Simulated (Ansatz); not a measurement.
ScPt (CsCl type, space group No. 221), a = b = c = 3.286 Å, α = β = γ = 90.00°.

Relaxed with r²SCAN.

Which orbitals make up the states near the Fermi level in DFT-r²SCAN in the program Ansatz with PAW potentials?

Within 0.5 eV of the Fermi level: Sc 3d 50 %, Pt 5d 22 %, Sc 4s 10 %, outside the projected shells 14 %. Projections are on Löwdin-orthogonalised atomic valence shells; empty p or d shells of many metals are not among them.

Tabulate the density of states.

States/eV per cell of 2 atoms, in 0.25 eV bins, energy from the Fermi level.

| E (eV) | total | Pt 5d | Sc 3d | Pt 6s |
|---|---|---|---|---|
| -7.85 | 0.13 | 0.00 | 0.00 | 0.06 |
| -7.60 | 0.17 | 0.00 | 0.00 | 0.08 |
| -7.35 | 0.20 | 0.00 | 0.00 | 0.09 |
| -7.10 | 0.24 | 0.01 | 0.00 | 0.12 |
| -6.85 | 0.29 | 0.02 | 0.01 | 0.14 |
| -6.60 | 0.35 | 0.03 | 0.01 | 0.17 |
| -6.35 | 0.45 | 0.06 | 0.02 | 0.22 |
| -6.10 | 0.62 | 0.12 | 0.04 | 0.30 |
| -5.85 | 1.13 | 0.34 | 0.14 | 0.49 |
| -5.60 | 1.47 | 0.56 | 0.30 | 0.49 |
| -5.35 | 1.35 | 0.78 | 0.23 | 0.23 |
| -5.10 | 2.10 | 1.51 | 0.30 | 0.15 |
| -4.85 | 3.36 | 2.67 | 0.38 | 0.09 |
| -4.60 | 3.51 | 2.88 | 0.39 | 0.07 |
| -4.35 | 3.43 | 2.81 | 0.40 | 0.09 |
| -4.10 | 4.69 | 3.96 | 0.48 | 0.08 |
| -3.85 | 4.24 | 3.60 | 0.47 | 0.08 |
| -3.60 | 4.06 | 3.53 | 0.37 | 0.09 |
| -3.35 | 4.78 | 4.14 | 0.39 | 0.14 |
| -3.10 | 3.16 | 2.64 | 0.28 | 0.10 |
| -2.85 | 2.58 | 2.13 | 0.22 | 0.09 |
| -2.60 | 1.20 | 0.78 | 0.17 | 0.08 |
| -2.35 | 0.96 | 0.56 | 0.18 | 0.07 |
| -2.10 | 0.91 | 0.50 | 0.18 | 0.07 |
| -1.85 | 0.85 | 0.46 | 0.17 | 0.07 |
| -1.60 | 0.83 | 0.33 | 0.27 | 0.09 |
| -1.35 | 0.58 | 0.26 | 0.15 | 0.09 |
| -1.10 | 0.30 | 0.12 | 0.11 | 0.04 |
| -0.85 | 1.06 | 0.46 | 0.32 | 0.15 |
| -0.60 | 0.93 | 0.29 | 0.37 | 0.08 |
| -0.35 | 0.96 | 0.26 | 0.40 | 0.06 |
| -0.10 | 1.06 | 0.25 | 0.47 | 0.05 |
| 0.15 | 1.27 | 0.26 | 0.63 | 0.05 |
| 0.40 | 1.48 | 0.26 | 0.90 | 0.04 |
| 0.65 | 1.66 | 0.25 | 1.12 | 0.04 |
| 0.90 | 2.04 | 0.27 | 1.49 | 0.04 |
| 1.15 | 3.03 | 0.37 | 2.34 | 0.05 |
| 1.40 | 3.30 | 0.33 | 2.70 | 0.07 |
| 1.65 | 3.11 | 0.28 | 2.61 | 0.05 |
| 1.90 | 2.29 | 0.14 | 2.03 | 0.02 |
| 2.15 | 2.37 | 0.15 | 2.12 | 0.02 |
| 2.40 | 1.55 | 0.11 | 1.35 | 0.02 |
| 2.65 | 1.29 | 0.10 | 1.10 | 0.02 |
| 2.90 | 1.84 | 0.13 | 1.60 | 0.02 |
| 3.15 | 3.73 | 0.30 | 3.29 | 0.03 |
| 3.40 | 3.56 | 0.32 | 3.09 | 0.04 |
| 3.65 | 1.53 | 0.10 | 1.29 | 0.04 |
| 3.90 | 0.58 | 0.04 | 0.38 | 0.04 |
| 4.15 | 1.38 | 0.04 | 0.81 | 0.07 |
| 4.40 | 1.42 | 0.04 | 0.71 | 0.12 |
| 4.65 | 1.09 | 0.03 | 0.46 | 0.13 |

Space group Pm-3m (CsCl type). The workflow started from an entry of the Crystallography Open Database (COD). Whether it is the stable phase at ambient conditions was not checked. Symmetry was held in the r²SCAN relaxation; whether a distortion lowers the energy is not shown. The run is not spin-polarised. Spin–orbit coupling is left out wherever it is not named.

Potentials: the later of the program's two PAW sets.
